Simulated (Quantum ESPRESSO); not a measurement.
Band energies of BiBrO

```
BiBrO
1.0
    3.92783     0.00000     0.00000
    0.00000     3.92783     0.00000
    0.00000     0.00000     8.39432
O Br Bi
2 2 2
Direct
  0.00000   0.00000   0.00000
  0.50000   0.50000   0.00000
  0.50000   0.00000   0.66529
  0.00000   0.50000   0.33471
  0.00000   0.50000   0.85144
  0.50000   0.00000   0.14856
```

norm-conserving PBEsol (Quantum ESPRESSO, 84 Ry, with spin-orbit coupling); path ΓXMΓZRAZ,XR,MA; energies in eV from the valence-band maximum.

```
k (1/Å)  point  band 56  band 57  band 58  band 59  band 60  band 61  band 62  band 63
-------  -----  -------  -------  -------  -------  -------  -------  -------  -------
0.00         Γ    -0.57     1.92     1.92     2.36     2.36     4.58     4.58     5.62
0.20              -0.39     2.41     2.41     2.54     2.54     4.54     4.54     5.34
0.60              -0.09     3.10     3.10     3.56     3.56     4.75     4.75     5.15
0.80         X    -0.14     3.38     3.38     3.38     3.38     4.99     4.99     4.99
1.20              -0.82     3.04     3.04     3.69     3.69     4.88     4.88     5.12
1.40              -0.78     2.93     2.93     3.28     3.28     4.94     4.94     5.04
1.60         M    -0.75     2.97     2.97     2.97     2.97     4.98     4.98     4.98
1.79              -0.69     2.90     2.90     3.27     3.27     4.89     4.89     5.08
1.98              -0.54     2.82     2.82     3.70     3.70     4.73     4.73     5.20
2.35              -0.08     2.57     2.57     3.27     3.27     4.45     4.45     5.26
2.73         Γ    -0.57     1.92     1.92     2.36     2.36     4.58     4.58     5.62
2.92              -0.35     1.84     1.84     2.17     2.17     4.41     4.41     5.55
3.10         Z    -0.15     1.80     1.80     1.92     1.92     4.27     4.27     5.47
3.27              -0.20     2.10     2.10     2.23     2.23     4.33     4.33     5.45
3.42              -0.30     2.67     2.67     2.87     2.87     4.50     4.50     5.17
3.74               0.00     3.27     3.27     3.35     3.35     4.82     4.82     5.04
3.90         R    -0.12     3.32     3.32     3.32     3.32     4.91     4.91     4.91
4.22              -0.32     2.89     2.89     3.52     3.52     4.86     4.86     5.20
4.38              -0.61     2.92     2.92     3.51     3.51     4.91     4.91     5.39
4.70         A    -0.98     3.36     3.36     3.36     3.36     5.19     5.19     5.19
5.03              -0.56     2.63     2.63     3.86     3.86     4.73     4.73     5.46
5.19              -0.29     2.45     2.45     4.02     4.02     4.48     4.48     5.49
5.51              -0.22     2.52     2.52     2.99     2.99     4.49     4.49     5.24
5.67              -0.20     2.10     2.10     2.25     2.25     4.33     4.33     5.45
5.84         Z    -0.15     1.80     1.80     1.92     1.92     4.27     4.27     5.47
5.84         X    -0.14     3.38     3.38     3.38     3.38     4.99     4.99     4.99
6.02              -0.13     3.35     3.35     3.35     3.35     4.95     4.95     4.95
6.21         R    -0.12     3.32     3.32     3.32     3.32     4.91     4.91     4.91
6.21         M    -0.75     2.97     2.97     2.97     2.97     4.98     4.98     4.98
6.58         A    -0.98     3.36     3.36     3.36     3.36     5.19     5.19     5.19
```

The PBEsol gap is indirect, 1.80 eV, from 80 % of the way from Z to R to Z; the smallest direct gap is 1.95 eV.

Geometry of the Materials Project entry, not relaxed at this level.
